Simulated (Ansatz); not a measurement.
Input, command and steps of an Ansatz relaxation.

```yaml
crystal:
  lattice:
    - [4.5990981845, 0.0, 0.0]
    - [0.0, 4.5990981845, 0.0]
    - [0.0, 0.0, 4.5990981845]
  atoms:
    - { symbol: Ca, position: [0.0, 0.5, 0.5] }
    - { symbol: Ca, position: [0.5, 0.0, 0.5] }
    - { symbol: Ca, position: [0.5, 0.5, 0.0] }
    - { symbol: Si, position: [0.0, 0.0, 0.0] }
basis:
  ecutwfc: 420
kpoints:
  mp_grid: { grid: [4, 4, 4] }
hamiltonian:
  xc: pbe
scf:
  occupations: { method: gaussian, width: 0.1 }
  lower_state_search: "off"
output:
  forces: true
  stress: true
  eigenvalues: true
relax:
  adjacent_minimum: "off"
  f_tol: 0.04
  max_steps: 70
  cell: { stress_tol: 0.4 }
```

```bash
ansatz run input.yaml --threads 1 --pin off --max-ram 2560MiB --backend cpu --events-out ev --progress --plain --runs-dir out
```

The calculation used DFT PBE, scalar-relativistic, plane waves, PAW (Ansatz).

Of 3 frames 3 are shown, positions in Å and forces in eV/Å; the SCF threshold varies from step to step. Steps run on the plane waves of an earlier cell, with a Pulay correction in the pressure. The basis is chosen afresh for the last frame, the zero of the energies, and at times for earlier ones too; energy and pressure step there, also at an unchanged geometry.

```xyz
4
Lattice="4.5991 0.0000 0.0000 0.0000 4.5991 0.0000 0.0000 0.0000 4.5991" Properties=species:S:1:pos:R:3:forces:R:3 pbc="T T T" step=1 free_energy_over_end_meV_per_atom=68.30 pressure_GPa=6.31
Ca    0.0000    2.2995    2.2995    0.0000    0.0000    0.0000
Ca    2.2995    0.0000    2.2995    0.0000    0.0000    0.0000
Ca    2.2995    2.2995    0.0000    0.0000    0.0000    0.0000
Si    0.0000    0.0000    0.0000    0.0000    0.0000    0.0000
4
Lattice="4.8233 0.0000 0.0000 0.0000 4.8233 0.0000 0.0000 0.0000 4.8233" Properties=species:S:1:pos:R:3:forces:R:3 pbc="T T T" step=2 free_energy_over_end_meV_per_atom=0.36 pressure_GPa=0.16
Ca    0.0000    2.4117    2.4117    0.0000    0.0000    0.0000
Ca    2.4117    0.0000    2.4117    0.0000    0.0000    0.0000
Ca    2.4117    2.4117    0.0000    0.0000    0.0000    0.0000
Si    0.0000    0.0000    0.0000    0.0000    0.0000    0.0000
4
Lattice="4.8233 0.0000 0.0000 0.0000 4.8233 0.0000 0.0000 0.0000 4.8233" Properties=species:S:1:pos:R:3:forces:R:3 pbc="T T T" step=3 free_energy_over_end_meV_per_atom=0.00 pressure_GPa=0.17
Ca    0.0000    2.4117    2.4117    0.0000    0.0000    0.0000
Ca    2.4117    0.0000    2.4117    0.0000    0.0000    0.0000
Ca    2.4117    2.4117    0.0000    0.0000    0.0000    0.0000
Si    0.0000    0.0000    0.0000    0.0000    0.0000    0.0000
```

The start puts this composition into another compound's structure type, which needn't suit it. At the end the space group is Pm-3m (tolerance 0.05 Å).

Time: 3.9 s on 1 thread of Intel(R) Xeon(R) 6975P-C (Granite Rapids), on a shared host, peak memory 0.37 GiB.

The k mesh is coarse.